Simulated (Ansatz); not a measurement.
A relaxation of cell and atoms of BaGe2O3 placed in the structure of LaAl2Cu3 (space group No. 65) with the PAW code Ansatz, at the level PBEsol. The starting cell was estimated from covalent radii.

```yaml
crystal:
  lattice:
    - [2.62522466, -4.40882377, 0.0]
    - [2.62522466, 4.40882377, 0.0]
    - [0.0, 0.0, 4.07347941]
  atoms:
    - { symbol: Ba, position: [0.0, 0.0, 0.0] }
    - { symbol: Ge, position: [0.5, 0.0, 0.5] }
    - { symbol: Ge, position: [0.0, 0.5, 0.5] }
    - { symbol: O, position: [0.6610917, 0.3389083, 0.0] }
    - { symbol: O, position: [0.3389083, 0.6610917, 0.0] }
    - { symbol: O, position: [0.5, 0.5, 0.5] }
kpoints:
  mp_grid: { grid: [6, 6, 6] }
hamiltonian:
  xc: pbesol
scf:
  occupations: { method: fermi_dirac, width: 0.03 }
relax:
  f_tol: 0.01
  cell: {}
  max_steps: 120
output:
  write_density: true
  write_potential: true
  elf: true
  volumetric_format: npy
```

Of the 24 recorded frames of the trajectory, 22 are shown, each with positions in Å and forces in eV/Å. Some frames, the last among them, repeat a geometry solved again on a basis re-selected at its cell; pressure is positive in compression.

Step 1: energy 0.0 meV/atom from step 1, largest force component 1.498 eV/Å, pressure -7.97 GPa
```xyz
6
Lattice="2.6252 -4.4088 0.0000 2.6252 4.4088 0.0000 0.0000 0.0000 4.0735" Properties=species:S:1:pos:R:3:forces:R:3 pbc="T T T"
Ba    0.0000    0.0000    0.0000    0.0000    0.0000    0.0000
Ge    1.3126   -2.2044    2.0367    0.0000    0.0000    0.0000
Ge    1.3126    2.2044    2.0367    0.0000    0.0000    0.0000
O     2.6252   -1.4205    0.0000    0.0000   -1.4977    0.0000
O     2.6252    1.4204    0.0000    0.0000    1.4977    0.0000
O     2.6252    0.0000    2.0367    0.0000    0.0000    0.0000
```

Step 2: energy -142.4 meV/atom from step 1, largest force component 0.727 eV/Å, pressure -3.80 GPa
```xyz
6
Lattice="2.4973 -4.3696 0.0000 2.4973 4.3696 0.0000 0.0000 0.0000 4.0543" Properties=species:S:1:pos:R:3:forces:R:3 pbc="T T T"
Ba    0.0000    0.0000    0.0000    0.0000    0.0000    0.0000
Ge    1.2486   -2.1848    2.0271    0.0000    0.0000    0.0000
Ge    1.2486    2.1848    2.0271    0.0000    0.0000    0.0000
O     2.4973   -1.5928    0.0000    0.0000   -0.7267    0.0000
O     2.4973    1.5928    0.0000    0.0000    0.7267    0.0000
O     2.4973    0.0000    2.0271    0.0000    0.0000    0.0000
```

Step 3: energy -188.1 meV/atom from step 1, largest force component 0.211 eV/Å, pressure +0.86 GPa
```xyz
6
Lattice="2.3683 -4.4752 0.0000 2.3683 4.4752 0.0000 0.0000 0.0000 3.9946" Properties=species:S:1:pos:R:3:forces:R:3 pbc="T T T"
Ba    0.0000    0.0000    0.0000    0.0000    0.0000    0.0000
Ge    1.1842   -2.2376    1.9973    0.0000    0.0000    0.0000
Ge    1.1842    2.2376    1.9973    0.0000    0.0000    0.0000
O     2.3683   -1.7706    0.0000    0.0000    0.2107    0.0000
O     2.3683    1.7706    0.0000    0.0000   -0.2107    0.0000
O     2.3683    0.0000    1.9973    0.0000    0.0000    0.0000
```

Step 4: energy -210.6 meV/atom from step 1, largest force component 0.048 eV/Å, pressure +1.30 GPa
```xyz
6
Lattice="2.3733 -4.6360 0.0000 2.3733 4.6360 0.0000 0.0000 0.0000 3.8352" Properties=species:S:1:pos:R:3:forces:R:3 pbc="T T T"
Ba    0.0000    0.0000    0.0000    0.0000    0.0000    0.0000
Ge    1.1867   -2.3180    1.9176    0.0000    0.0000    0.0000
Ge    1.1867    2.3180    1.9176    0.0000    0.0000    0.0000
O     2.3733   -1.8520    0.0000    0.0000    0.0481    0.0000
O     2.3733    1.8520    0.0000    0.0000   -0.0481    0.0000
O     2.3733    0.0000    1.9176    0.0000    0.0000    0.0000
```

Step 5: energy -223.9 meV/atom from step 1, largest force component 0.049 eV/Å, pressure +0.13 GPa
```xyz
6
Lattice="2.3889 -4.8489 0.0000 2.3889 4.8489 0.0000 0.0000 0.0000 3.7181" Properties=species:S:1:pos:R:3:forces:R:3 pbc="T T T"
Ba    0.0000    0.0000    0.0000    0.0000    0.0000    0.0000
Ge    1.1945   -2.4244    1.8591    0.0000    0.0000    0.0000
Ge    1.1945    2.4244    1.8591    0.0000    0.0000    0.0000
O     2.3889   -1.9748    0.0000    0.0000   -0.0487    0.0000
O     2.3889    1.9748    0.0000    0.0000    0.0487    0.0000
O     2.3889    0.0000    1.8591    0.0000    0.0000    0.0000
```

Step 6: energy -224.5 meV/atom from step 1, largest force component 0.022 eV/Å, pressure +1.22 GPa
```xyz
6
Lattice="2.3886 -4.9765 0.0000 2.3886 4.9765 0.0000 0.0000 0.0000 3.6252" Properties=species:S:1:pos:R:3:forces:R:3 pbc="T T T"
Ba    0.0000    0.0000    0.0000    0.0000    0.0000    0.0000
Ge    1.1943   -2.4883    1.8126    0.0000    0.0000    0.0000
Ge    1.1943    2.4883    1.8126    0.0000    0.0000    0.0000
O     2.3886   -2.0685    0.0000    0.0000    0.0222    0.0000
O     2.3886    2.0685    0.0000    0.0000   -0.0222    0.0000
O     2.3886    0.0000    1.8126    0.0000    0.0000    0.0000
```

Step 7: energy -225.4 meV/atom from step 1, largest force component 0.021 eV/Å, pressure +0.04 GPa
```xyz
6
Lattice="2.3958 -4.9485 0.0000 2.3958 4.9485 0.0000 0.0000 0.0000 3.6654" Properties=species:S:1:pos:R:3:forces:R:3 pbc="T T T"
Ba    0.0000    0.0000    0.0000    0.0000    0.0000    0.0000
Ge    1.1979   -2.4742    1.8327    0.0000    0.0000    0.0000
Ge    1.1979    2.4742    1.8327    0.0000    0.0000    0.0000
O     2.3958   -2.0504    0.0000    0.0000   -0.0214    0.0000
O     2.3958    2.0504    0.0000    0.0000    0.0214    0.0000
O     2.3958    0.0000    1.8327    0.0000    0.0000    0.0000
```

Step 8: energy -225.4 meV/atom from step 1, largest force component 0.016 eV/Å, pressure 0.00 GPa
```xyz
6
Lattice="2.3997 -4.9468 0.0000 2.3997 4.9468 0.0000 0.0000 0.0000 3.6667" Properties=species:S:1:pos:R:3:forces:R:3 pbc="T T T"
Ba    0.0000    0.0000    0.0000    0.0000    0.0000    0.0000
Ge    1.1998   -2.4734    1.8334    0.0000    0.0000    0.0000
Ge    1.1998    2.4734    1.8334    0.0000    0.0000    0.0000
O     2.3997   -2.0588    0.0000    0.0000   -0.0159    0.0000
O     2.3997    2.0588    0.0000    0.0000    0.0159    0.0000
O     2.3997    0.0000    1.8334    0.0000    0.0000    0.0000
```

Step 9: energy -225.4 meV/atom from step 1, largest force component 0.012 eV/Å, pressure +0.06 GPa
```xyz
6
Lattice="2.4162 -4.9311 0.0000 2.4162 4.9311 0.0000 0.0000 0.0000 3.6672" Properties=species:S:1:pos:R:3:forces:R:3 pbc="T T T"
Ba    0.0000    0.0000    0.0000    0.0000    0.0000    0.0000
Ge    1.2081   -2.4656    1.8336    0.0000    0.0000    0.0000
Ge    1.2081    2.4656    1.8336    0.0000    0.0000    0.0000
O     2.4162   -2.0839    0.0000    0.0000   -0.0116    0.0000
O     2.4162    2.0839    0.0000    0.0000    0.0116    0.0000
O     2.4162    0.0000    1.8336    0.0000    0.0000    0.0000
```

Step 10: energy -225.2 meV/atom from step 1, largest force component 0.021 eV/Å, pressure 0.00 GPa
```xyz
6
Lattice="2.4260 -4.9396 0.0000 2.4260 4.9396 0.0000 0.0000 0.0000 3.6677" Properties=species:S:1:pos:R:3:forces:R:3 pbc="T T T"
Ba    0.0000    0.0000    0.0000    0.0000    0.0000    0.0000
Ge    1.2130   -2.4698    1.8338    0.0000    0.0000    0.0000
Ge    1.2130    2.4698    1.8338    0.0000    0.0000    0.0000
O     2.4260   -2.1211    0.0000    0.0000    0.0209    0.0000
O     2.4260    2.1211    0.0000    0.0000   -0.0209    0.0000
O     2.4260    0.0000    1.8338    0.0000    0.0000    0.0000
```

Step 11: energy -225.2 meV/atom from step 1, largest force component 0.009 eV/Å, pressure -0.11 GPa
```xyz
6
Lattice="2.4300 -4.9411 0.0000 2.4300 4.9411 0.0000 0.0000 0.0000 3.6630" Properties=species:S:1:pos:R:3:forces:R:3 pbc="T T T"
Ba    0.0000    0.0000    0.0000    0.0000    0.0000    0.0000
Ge    1.2150   -2.4706    1.8315    0.0000    0.0000    0.0000
Ge    1.2150    2.4706    1.8315    0.0000    0.0000    0.0000
O     2.4300   -2.1169    0.0000    0.0000   -0.0089    0.0000
O     2.4300    2.1169    0.0000    0.0000    0.0089    0.0000
O     2.4300    0.0000    1.8315    0.0000    0.0000    0.0000
```

Step 14: energy -234.1 meV/atom from step 1, largest force component 0.045 eV/Å, pressure +0.76 GPa
```xyz
6
Lattice="2.4089 -5.0381 0.0000 2.4089 5.0381 0.0000 0.0000 0.0000 3.6246" Properties=species:S:1:pos:R:3:forces:R:3 pbc="T T T"
Ba    0.0000    0.0000    0.0000    0.0000    0.0000    0.0000
Ge    1.2045   -2.5190    1.8123    0.0000    0.0000    0.0000
Ge    1.2045    2.5190    1.8123    0.0000    0.0000    0.0000
O     2.4089   -2.1429    0.0000    0.0000    0.0450    0.0000
O     2.4089    2.1429    0.0000    0.0000   -0.0450    0.0000
O     2.4089    0.0000    1.8123    0.0000    0.0000    0.0000
```

Step 15: energy -234.7 meV/atom from step 1, largest force component 0.000 eV/Å, pressure +0.10 GPa
```xyz
6
Lattice="2.3662 -5.1277 0.0000 2.3662 5.1277 0.0000 0.0000 0.0000 3.6260" Properties=species:S:1:pos:R:3:forces:R:3 pbc="T T T"
Ba    0.0000    0.0000    0.0000    0.0000    0.0000    0.0000
Ge    1.1831   -2.5638    1.8130    0.0000    0.0000    0.0000
Ge    1.1831    2.5638    1.8130    0.0000    0.0000    0.0000
O     2.3662   -2.0889    0.0000    0.0000   -0.0004    0.0000
O     2.3662    2.0889    0.0000    0.0000    0.0004    0.0000
O     2.3662    0.0000    1.8130    0.0000    0.0000    0.0000
```

Step 16: energy -234.7 meV/atom from step 1, largest force component 0.005 eV/Å, pressure -0.23 GPa
```xyz
6
Lattice="2.3953 -5.1365 0.0000 2.3953 5.1365 0.0000 0.0000 0.0000 3.6113" Properties=species:S:1:pos:R:3:forces:R:3 pbc="T T T"
Ba    0.0000    0.0000    0.0000    0.0000    0.0000    0.0000
Ge    1.1977   -2.5682    1.8057    0.0000    0.0000    0.0000
Ge    1.1977    2.5682    1.8057    0.0000    0.0000    0.0000
O     2.3953   -2.1413    0.0000    0.0000    0.0048    0.0000
O     2.3953    2.1413    0.0000    0.0000   -0.0048    0.0000
O     2.3953    0.0000    1.8057    0.0000    0.0000    0.0000
```

Step 17: energy -234.9 meV/atom from step 1, largest force component 0.002 eV/Å, pressure +0.01 GPa
```xyz
6
Lattice="2.3862 -5.1361 0.0000 2.3862 5.1361 0.0000 0.0000 0.0000 3.6088" Properties=species:S:1:pos:R:3:forces:R:3 pbc="T T T"
Ba    0.0000    0.0000    0.0000    0.0000    0.0000    0.0000
Ge    1.1931   -2.5681    1.8044    0.0000    0.0000    0.0000
Ge    1.1931    2.5681    1.8044    0.0000    0.0000    0.0000
O     2.3862   -2.1227    0.0000    0.0000   -0.0019    0.0000
O     2.3862    2.1227    0.0000    0.0000    0.0019    0.0000
O     2.3862    0.0000    1.8044    0.0000    0.0000    0.0000
```

Step 18: energy -236.0 meV/atom from step 1, largest force component 0.000 eV/Å, pressure +0.10 GPa
```xyz
6
Lattice="2.3862 -5.1361 0.0000 2.3862 5.1361 0.0000 0.0000 0.0000 3.6088" Properties=species:S:1:pos:R:3:forces:R:3 pbc="T T T"
Ba    0.0000    0.0000    0.0000    0.0000    0.0000    0.0000
Ge    1.1931   -2.5681    1.8044    0.0000    0.0000    0.0000
Ge    1.1931    2.5681    1.8044    0.0000    0.0000    0.0000
O     2.3862   -2.1227    0.0000    0.0000   -0.0002    0.0000
O     2.3862    2.1227    0.0000    0.0000    0.0002    0.0000
O     2.3862    0.0000    1.8044    0.0000    0.0000    0.0000
```

Step 19: energy -236.1 meV/atom from step 1, largest force component 0.005 eV/Å, pressure +0.07 GPa
```xyz
6
Lattice="2.3805 -5.1756 0.0000 2.3805 5.1756 0.0000 0.0000 0.0000 3.5975" Properties=species:S:1:pos:R:3:forces:R:3 pbc="T T T"
Ba    0.0000    0.0000    0.0000    0.0000    0.0000    0.0000
Ge    1.1902   -2.5878    1.7988    0.0000    0.0000    0.0000
Ge    1.1902    2.5878    1.7988    0.0000    0.0000    0.0000
O     2.3805   -2.1270    0.0000    0.0000   -0.0050    0.0000
O     2.3805    2.1270    0.0000    0.0000    0.0050    0.0000
O     2.3805    0.0000    1.7988    0.0000    0.0000    0.0000
```

Step 20: energy -236.0 meV/atom from step 1, largest force component 0.009 eV/Å, pressure +0.03 GPa
```xyz
6
Lattice="2.3774 -5.1961 0.0000 2.3774 5.1961 0.0000 0.0000 0.0000 3.5953" Properties=species:S:1:pos:R:3:forces:R:3 pbc="T T T"
Ba    0.0000    0.0000    0.0000    0.0000    0.0000    0.0000
Ge    1.1887   -2.5981    1.7976    0.0000    0.0000    0.0000
Ge    1.1887    2.5981    1.7976    0.0000    0.0000    0.0000
O     2.3774   -2.1353    0.0000    0.0000    0.0087    0.0000
O     2.3774    2.1353    0.0000    0.0000   -0.0087    0.0000
O     2.3774    0.0000    1.7976    0.0000    0.0000    0.0000
```

Step 21: energy -236.0 meV/atom from step 1, largest force component 0.000 eV/Å, pressure 0.00 GPa
```xyz
6
Lattice="2.3782 -5.1970 0.0000 2.3782 5.1970 0.0000 0.0000 0.0000 3.5939" Properties=species:S:1:pos:R:3:forces:R:3 pbc="T T T"
Ba    0.0000    0.0000    0.0000    0.0000    0.0000    0.0000
Ge    1.1891   -2.5985    1.7970    0.0000    0.0000    0.0000
Ge    1.1891    2.5985    1.7970    0.0000    0.0000    0.0000
O     2.3782   -2.1334    0.0000    0.0000    0.0002    0.0000
O     2.3782    2.1334    0.0000    0.0000   -0.0002    0.0000
O     2.3782    0.0000    1.7970    0.0000    0.0000    0.0000
```

Step 22: energy -236.3 meV/atom from step 1, largest force component 0.001 eV/Å, pressure 0.00 GPa
```xyz
6
Lattice="2.3782 -5.1970 0.0000 2.3782 5.1970 0.0000 0.0000 0.0000 3.5939" Properties=species:S:1:pos:R:3:forces:R:3 pbc="T T T"
Ba    0.0000    0.0000    0.0000    0.0000    0.0000    0.0000
Ge    1.1891   -2.5985    1.7970    0.0000    0.0000    0.0000
Ge    1.1891    2.5985    1.7970    0.0000    0.0000    0.0000
O     2.3782   -2.1334    0.0000    0.0000    0.0005    0.0000
O     2.3782    2.1334    0.0000    0.0000   -0.0005    0.0000
O     2.3782    0.0000    1.7970    0.0000    0.0000    0.0000
```

Step 23: energy -236.3 meV/atom from step 1, largest force component 0.002 eV/Å, pressure +0.01 GPa
```xyz
6
Lattice="2.3765 -5.2087 0.0000 2.3765 5.2087 0.0000 0.0000 0.0000 3.5905" Properties=species:S:1:pos:R:3:forces:R:3 pbc="T T T"
Ba    0.0000    0.0000    0.0000    0.0000    0.0000    0.0000
Ge    1.1882   -2.6044    1.7953    0.0000    0.0000    0.0000
Ge    1.1882    2.6044    1.7953    0.0000    0.0000    0.0000
O     2.3765   -2.1352    0.0000    0.0000    0.0016    0.0000
O     2.3765    2.1352    0.0000    0.0000   -0.0016    0.0000
O     2.3765    0.0000    1.7953    0.0000    0.0000    0.0000
```

Step 24: energy -236.3 meV/atom from step 1, largest force component 0.002 eV/Å, pressure +0.01 GPa
```xyz
6
Lattice="2.3765 -5.2087 0.0000 2.3765 5.2087 0.0000 0.0000 0.0000 3.5905" Properties=species:S:1:pos:R:3:forces:R:3 pbc="T T T"
Ba    0.0000    0.0000    0.0000    0.0000    0.0000    0.0000
Ge    1.1882   -2.6044    1.7953    0.0000    0.0000    0.0000
Ge    1.1882    2.6044    1.7953    0.0000    0.0000    0.0000
O     2.3765   -2.1352    0.0000    0.0000    0.0017    0.0000
O     2.3765    2.1352    0.0000    0.0000   -0.0017    0.0000
O     2.3765    0.0000    1.7953    0.0000    0.0000    0.0000
```

In 20 steps the volume changed by -5.7 %; between the first SCF and the last, each on a basis chosen for its cell, the energy fell by 236 meV an atom. At the end: the symmetry is Cmmm (No. 65, orthorhombic); a = 4.753 Å, b = 10.417 Å, c = 3.591 Å in the conventional setting, 14.81 Å³ an atom. Ba has 10 O at 2.98–3.19 Å; Ge has 6 O at 2.20–2.86 Å and 2 Ge at 2.38 Å; O has 4 Ge at 2.20 Å and 3 Ba at 3.07–3.19 Å; O has 4 Ge at 2.86 Å and 4 Ba at 2.98 Å.

Command: `ansatz run input.yaml --threads 2 --pin off --max-ram 2211MiB --backend cpu --events-out ev --progress --plain --runs-dir out`. It took 110 s on 2 threads of Arm Neoverse V2, with other jobs on the host, load about 0.4 per core; peak host memory 0.49 GiB.

Spin-unpolarised throughout. Whether this structure exists isn't addressed.
